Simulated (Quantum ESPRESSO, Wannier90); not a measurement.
Wannierisation of Au (fcc (Cu type))

Materials Project entry mp-81; symmetrised, unrelaxed at this level. This is the element's usual structure. Method: PBEsol plane waves in Quantum ESPRESSO 7.5 (PseudoDojo norm-conserving files, 61 Ry, spinors with spin-orbit coupling), Bloch states on a 10×10×10 mesh through Γ, Wannier90 4.0.1. Density: 18×18×18 mesh, cold smearing 0.01 Ry.

On the energy scale of pw.x, whose zero is arbitrary, the Fermi level lies at 18.84 eV.

Input w.win:

```
num_bands = 34
num_wann = 18
exclude_bands = 1-8
spinors = true
num_iter = 1000
conv_tol = 1.0e-4
conv_window = 4
dis_num_iter = 1000
dis_conv_tol = 1.0e-6
dis_froz_max = 20.34
write_hr = true
write_u_matrices = true
begin projections
f=-0.00075,0.00637,-0.01890: s;p;d
end projections
begin unit_cell_cart
ang
    0.0000000000    2.0856450000    2.0856450000
    2.0856450000    0.0000000000    2.0856450000
    2.0856450000    2.0856450000    0.0000000000
end unit_cell_cart
begin atoms_frac
Au   0.0000000000  0.0000000000  0.0000000000
end atoms_frac
mp_grid = 10 10 10
begin kpoints
0.0000000000 0.0000000000 0.0000000000
0.0000000000 0.0000000000 0.1000000000
0.0000000000 0.0000000000 0.2000000000
... (997 more lines: the 10x10x10 mesh through Gamma)
end kpoints
```

Input of pw2wannier90.x that gives the overlap and projection files (equivalent; here they were cut from one run over all bands):

```
&inputpp
  outdir = './out'
  prefix = 'pwscf'
  seedname = 'w'
  write_amn = .true.
  write_mmn = .true.
/
```

Output w.wout (banner and timings cut):

```
                                    ------
                                    SYSTEM
                                    ------

                              Lattice Vectors (Ang)
                    a_1     0.000000   2.085645   2.085645
                    a_2     2.085645   0.000000   2.085645
                    a_3     2.085645   2.085645   0.000000

                   Unit Cell Volume:      18.14476  (Ang^3)

                        Reciprocal-Space Vectors (Ang^-1)
                    b_1    -1.506293   1.506293   1.506293
                    b_2     1.506293  -1.506293   1.506293
                    b_3     1.506293   1.506293  -1.506293

 *----------------------------------------------------------------------------*
 |   Site       Fractional Coordinate          Cartesian Coordinate (Ang)     |
 +----------------------------------------------------------------------------+
 | au   1   0.00000   0.00000   0.00000   |    0.00000   0.00000   0.00000    |
 *----------------------------------------------------------------------------*
                                ------------
                                K-POINT GRID
                                ------------

             Grid size = 10 x 10 x 10      Total points = 1000

 *---------------------------------- MAIN ------------------------------------*
 |  Number of Wannier Functions               :                18             |
 |  Number of Objective Wannier Functions     :                18             |
 |  Number of input Bloch states              :                34             |
 |  Output verbosity (1=low, 5=high)          :                 1             |
 |  Timing Level (1=low, 5=high)              :                 1             |
 |  Optimisation (0=memory, 3=speed)          :                 3             |
 |  Length Unit                               :               Ang             |
 |  Post-processing setup (write *.nnkp)      :                 F             |
 |  Using Gamma-only branch of algorithms     :                 F             |
 *----------------------------------------------------------------------------*
 *------------------------------- WANNIERISE ---------------------------------*
 |  Total number of iterations                :              1000             |
 |  Number of CG steps before reset           :                 5             |
 |  Trial step length for line search         :             2.000             |
 |  Convergence tolerence                     :         0.100E-03             |
 |  Convergence window                        :                 4             |
 |  Iterations between writing output         :                 1             |
 |  Iterations between backing up to disk     :               100             |
 |  Write r^2_nm to file                      :                 F             |
 |  Write xyz WF centres to file              :                 F             |
 |  Write on-site energies <0n|H|0n> to file  :                 F             |
 |  Use guiding centre to control phases      :                 F             |
 |  Use phases for initial projections        :                 F             |
 *----------------------------------------------------------------------------*
 *------------------------------- DISENTANGLE --------------------------------*
 |  Using band disentanglement                :                 T             |
 |  Total number of iterations                :              1000             |
 |  Mixing ratio                              :             0.500             |
 |  Convergence tolerence                     :         1.000E-06             |
 |  Convergence window                        :                 3             |
 *----------------------------------------------------------------------------*
 *-------------------------------- PLOTTING ----------------------------------*
 |  Plotting Hamiltonian in WF basis          :                 T             |
 *----------------------------------------------------------------------------*

       ... (k-mesh section left out)

 Starting a new Wannier90 calculation ...

 Reading overlaps from w.mmn

 Reading projections from w.amn

 *------------------------------- DISENTANGLE --------------------------------*
 +----------------------------------------------------------------------------+
 |                              Energy  Windows                               |
 |                              ---------------                               |
 |                   Outer:    9.54955  to   57.71873  (eV)                   |
 |                   Inner:    9.54955  to   20.34000  (eV)                   |
 +----------------------------------------------------------------------------+
   Number of target bands to extract:   18

                   Unitarised projection of Wannier functions
                   ------------------------------------------
   A_mn = <psi_m|g_n> --> S = A.A^+ --> U = S^-1/2.A
   In dis_project... done
   Using an inner window (linner = T)
   In dis_proj_froz... done

                   Extraction of optimally-connected subspace
                   ------------------------------------------
 +---------------------------------------------------------------------+<-- DIS
 |  Iter     Omega_I(i-1)      Omega_I(i)      Delta (frac.)           |<-- DIS
 +---------------------------------------------------------------------+<-- DIS
       1      16.09171331      15.71009043       2.429E-02    <-- DIS
       2      15.85216132      15.59313923       1.661E-02    <-- DIS
       3      15.70401294      15.50831314       1.262E-02    <-- DIS
       4      15.59112576      15.44148173       9.691E-03    <-- DIS
       5      15.50386495      15.38721921       7.581E-03    <-- DIS
       6      15.43505793      15.34226549       6.048E-03    <-- DIS
       ... (lines left out)
      59      15.02905125      15.02904365       5.052E-07    <-- DIS
      60      15.02876971      15.02877405      -2.888E-07    <-- DIS
      61      15.02850447      15.02851919      -9.798E-07    <-- DIS

             <<<      Delta < 1.000E-06  over  3 iterations     >>>
             <<< Disentanglement convergence criteria satisfied >>>

        Final Omega_I    15.02851919 (Ang^2)

 +----------------------------------------------------------------------------+

 Writing checkpoint file w.chk... done

 *------------------------------- WANNIERISE ---------------------------------*
 +--------------------------------------------------------------------+<-- CONV
 | Iter  Delta Spread     RMS Gradient      Spread (Ang^2)            |<-- CONV
 +--------------------------------------------------------------------+<-- CONV

 ------------------------------------------------------------------------------
 Initial State
  WF centre and spread    1  (  0.003506,  0.005482, -0.001576 )     1.99501354
  WF centre and spread    2  (  0.003506,  0.005482, -0.001576 )     1.99501354
  WF centre and spread    3  ( -0.003330, -0.005201,  0.000215 )     2.30087685
  WF centre and spread    4  ( -0.003330, -0.005201,  0.000215 )     2.30087687
  WF centre and spread    5  ( -0.000544, -0.005286,  0.001521 )     2.30127681
  WF centre and spread    6  ( -0.000544, -0.005286,  0.001521 )     2.30127679
  WF centre and spread    7  ( -0.003486, -0.001038,  0.001567 )     2.30194714
  WF centre and spread    8  ( -0.003486, -0.001038,  0.001567 )     2.30194714
  WF centre and spread    9  (  0.002515,  0.003964, -0.007298 )     0.82738527
  WF centre and spread   10  (  0.002515,  0.003964, -0.007298 )     0.82738527
  WF centre and spread   11  (  0.009696, -0.000724, -0.004329 )     0.80675581
  WF centre and spread   12  (  0.009696, -0.000724, -0.004329 )     0.80675582
  WF centre and spread   13  ( -0.000502,  0.015107, -0.004265 )     0.81031473
  WF centre and spread   14  ( -0.000502,  0.015107, -0.004265 )     0.81031473
  WF centre and spread   15  (  0.011704,  0.018274,  0.000918 )     0.82811271
  WF centre and spread   16  (  0.011704,  0.018274,  0.000918 )     0.82811270
  WF centre and spread   17  (  0.009476,  0.014985,  0.000235 )     0.81223810
  WF centre and spread   18  (  0.009476,  0.014985,  0.000235 )     0.81223810
  Sum of centres and spreads (  0.058068,  0.091124, -0.026024 )    25.96784193

      0     0.260E+02     0.0000000000       25.9678419304  <-- CONV
        O_D=      0.0088247 O_OD=     10.9304980 O_TOT=     25.9678419 <-- SPRD
 ------------------------------------------------------------------------------
      1    -0.120E+01     0.1949683820       24.7646714197  <-- CONV
        O_D=      0.0157622 O_OD=      9.7203900 O_TOT=     24.7646714 <-- SPRD
      2    -0.189E+00     0.2374384343       24.5760449975  <-- CONV
        O_D=      0.0061174 O_OD=      9.5414084 O_TOT=     24.5760450 <-- SPRD
      3    -0.473E-01     0.1144450357       24.5287323899  <-- CONV
        O_D=      0.0036159 O_OD=      9.4965973 O_TOT=     24.5287324 <-- SPRD
      4    -0.219E-01     0.0724341657       24.5068282251  <-- CONV
        O_D=      0.0027122 O_OD=      9.4755968 O_TOT=     24.5068282 <-- SPRD
      5    -0.776E-02     0.0457692321       24.4990699875  <-- CONV
        O_D=      0.0023293 O_OD=      9.4682215 O_TOT=     24.4990700 <-- SPRD
       ... (lines left out)
    100    -0.541E-02     0.0324737462       18.7844504348  <-- CONV
        O_D=      0.0066890 O_OD=      3.7492423 O_TOT=     18.7844504 <-- SPRD
       ... (lines left out)
    200    -0.143E-03     0.0041653655       18.6939345666  <-- CONV
        O_D=      0.0061618 O_OD=      3.6592535 O_TOT=     18.6939346 <-- SPRD
       ... (lines left out)
    223    -0.648E-04     0.0035676181       18.6903437000  <-- CONV
        O_D=      0.0061155 O_OD=      3.6557090 O_TOT=     18.6903437 <-- SPRD
    224    -0.824E-04     0.0032031046       18.6902612757  <-- CONV
        O_D=      0.0061325 O_OD=      3.6556096 O_TOT=     18.6902613 <-- SPRD
    225    -0.806E-04     0.0062786448       18.6901807020  <-- CONV
        O_D=      0.0061159 O_OD=      3.6555456 O_TOT=     18.6901807 <-- SPRD
             <<<     Delta < 1.000E-04  over  4 iterations     >>>
             <<< Wannierisation convergence criteria satisfied >>>
 Final State
  WF centre and spread    1  (  0.036697,  0.722963, -0.019549 )     1.17632152
  WF centre and spread    2  (  0.036696,  0.722963, -0.019549 )     1.17632157
  WF centre and spread    3  (  0.011807, -0.003488,  0.708639 )     1.16175354
  WF centre and spread    4  (  0.011807, -0.003488,  0.708639 )     1.16175352
  WF centre and spread    5  (  0.717043, -0.027888, -0.011694 )     1.16989924
  WF centre and spread    6  (  0.717043, -0.027888, -0.011694 )     1.16989935
  WF centre and spread    7  ( -0.029276, -0.690499, -0.002758 )     1.15460697
  WF centre and spread    8  ( -0.029276, -0.690499, -0.002758 )     1.15460692
  WF centre and spread    9  ( -0.012669, -0.013396, -0.710603 )     1.16383509
  WF centre and spread   10  ( -0.012669, -0.013396, -0.710603 )     1.16383511
  WF centre and spread   11  (  0.006333, -0.000536, -0.002560 )     0.78573431
  WF centre and spread   12  (  0.006333, -0.000536, -0.002560 )     0.78573433
  WF centre and spread   13  ( -0.000547,  0.020706,  0.012699 )     0.78816256
  WF centre and spread   14  ( -0.000547,  0.020707,  0.012699 )     0.78816257
  WF centre and spread   15  ( -0.699976,  0.039117,  0.011741 )     1.15894554
  WF centre and spread   16  ( -0.699976,  0.039116,  0.011741 )     1.15894537
  WF centre and spread   17  (  0.001234,  0.000983,  0.000155 )     0.78583159
  WF centre and spread   18  (  0.001235,  0.000983,  0.000155 )     0.78583162
  Sum of centres and spreads (  0.061294,  0.095922, -0.027858 )    18.69018070

         Spreads (Ang^2)       Omega I      =    15.028519191
        ================       Omega D      =     0.006115880
                               Omega OD     =     3.655545631
    Final Spread (Ang^2)       Omega Total  =    18.690180702
```
